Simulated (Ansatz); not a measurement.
Tl:
```
Tl
1.0
    3.50004     0.00000     0.00000
   -1.75002     3.03113     0.00000
    0.00000     0.00000     5.57246
Tl
2
Direct
  0.33333   0.66667   0.75000
  0.66667   0.33333   0.25000
```

Relaxed with r²SCAN+D4. Special points in fractions of this cell's reciprocal vectors: Γ (0.000, 0.000, 0.000); M (0.500, 0.000, 0.000); K (0.333, 0.333, 0.000); A (0.000, 0.000, 0.500); L (0.500, 0.000, 0.500); H (0.333, 0.333, 0.500).

Problem. List the band energies nearest the Fermi level at these points for the program Ansatz at the r²SCAN+D4 level (PAW).

Solution. In eV from the Fermi level; about four levels below and three above (degenerate sets whole), none deeper than 8.9 eV; points with the same levels are listed once.

```csv
k,below,above
Γ,-5.42 -2.82,7.86 7.86 9.96 9.96
M,-6.13 -4.94 -0.81,0.50 1.32 3.82
K,-4.94 -4.94 -1.30,1.72 1.72 2.80
A,-8.85 -8.85,3.36 3.36 8.85 8.85 8.85 8.85
L,-5.08 -5.08 -2.28 -2.28,5.51 5.51 6.12 6.12
H,-4.46 -4.46 -0.95 -0.95,0.23 0.23 7.65 7.65
```

Space group P6_3/mmc (hcp (Mg type)). The r²SCAN+D4 relaxation kept the symmetry of its start. The pairwise dispersion correction was not fitted to metals. Spin–orbit coupling is left out wherever it is not named.

Potentials: the later of the program's two PAW sets.
